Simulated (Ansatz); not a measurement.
# Is this SiSn7 structure a true minimum?

The cell was found from a proposed guess, not taken from experiment.

Theory: DFT PBE, scalar-relativistic, plane waves, PAW in Ansatz 0.2.0. Plane waves to 420 eV, a k mesh through Γ of 6×6×6 on the computed 8-atom cell and Gaussian smearing (0.10 eV); no spin polarisation.

The cell below (8 atoms, space group P-43m (No. 215)) is relaxed within its symmetry.

```
CELL_PARAMETERS angstrom
6.50549 0.00000 0.00000
0.00000 6.50549 0.00000
0.00000 0.00000 6.50549
ATOMIC_POSITIONS crystal
Si 0.00000 0.00000 0.00000
Sn 0.00000 0.50000 0.50000
Sn 0.23848 0.76152 0.76152
Sn 0.50000 0.00000 0.50000
Sn 0.76152 0.23848 0.76152
Sn 0.76152 0.76152 0.23848
Sn 0.50000 0.50000 0.00000
Sn 0.23848 0.23848 0.23848
```

For the test it was strained at random (σ = 1.5 % a component), the atoms were moved at random (σ = 0.10 Å), and all was relaxed again on a coarse 4×4×4 mesh (in the run’s order of axes) with 0.20 eV smearing, with no symmetry imposed.

Question: Does it come back?

Answer: It returns, within 1 meV/atom of the unmoved cell on that mesh and with the same symmetry when read at 0.1 Å (Cm at 0.01 Å, so small strains and shifts remain). So it is stable against the distortions that fit this cell and that this random move excites. Modes that don't fit the cell aren't tested.
